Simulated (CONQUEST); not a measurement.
Set-up for a self-consistent single point of Ag (P6_3/mmc, 8 atoms in the cell; from Materials Project mp-8566, changed as shown).

```xyz
8
Lattice="2.9292 0.0000 0.0000 0.0000 5.0736 0.0000 0.0000 0.0000 9.5225" Properties=species:S:1:pos:R:3 pbc="T T T"
Ag     0.0000     0.0000     0.0000
Ag     0.0000     0.0000     4.7613
Ag     0.0000     1.6912     2.3806
Ag     1.4646     0.8456     7.1419
Ag     1.4646     2.5368     0.0000
Ag     1.4646     2.5368     4.7613
Ag     1.4646     4.2280     2.3806
Ag     0.0000     3.3824     7.1419
```

Computed with LDA (PW92), numerical atomic orbitals double-zeta with polarisation (the shipped basis), PseudoDojo norm-conserving potentials made for LDA in CONQUEST 1.3.

CONQUEST settings:

basis: DZP
Diag.MPMeshX, Y, Z: 5 3 2
potentials: PseudoDojo norm-conserving LDA
Grid.GridCutoff: 175 Ha
DM.SolutionMethod: diagon
Diag.MPShiftX: 0.10000000
Diag.MPShiftY: 0.16666667
Diag.kT: 0.003675 Ha
minE.SCTolerance: 1.0e-06
SC.MaxIters: 100
SC.LinearMixingFactor: 0.3
SC.KerkerPreCondition: true
SC.KerkerFactor: 0.3 1/bohr
AtomMove.TypeOfRun: static

Results:

```
Item                                                       Value
------------------------------------------------  --------------
Number of valence electrons                                  152
Number of bands                                              152
Number of k-points after the program's reduction              22
Size of the basis                                            152
Number of SCF iterations                                      11
FFT grid                                           36 × 60 × 108
Free energy E − TS                                -33736.9976 eV
Fermi level (on the code's own zero)                    -4.74 eV
Pressure                                               -9.20 GPa
```

For comparison: a first run was changed to give this one (volume scaled by 0.96), and from it to this one the free energy drops by 48.9 meV/atom and the pressure goes from -11.98 to -9.20 GPa.

The program uses no crystal symmetry, so grid and mesh can part values that symmetry would make equal. The atom-centred basis is finite, which shifts total energies and pressures against plane waves. The structure comes from a collection of computed structures, made at another level of theory; the collection holds predicted forms beside known ones. Its lattice was then scaled. No clean gap shows at this smearing width and mesh (spacing up to 0.43 Å⁻¹); the mesh is coarse for partly filled bands, so the values carry mesh errors.

Cost on one core: about 2.6 core-minutes (a rough figure).
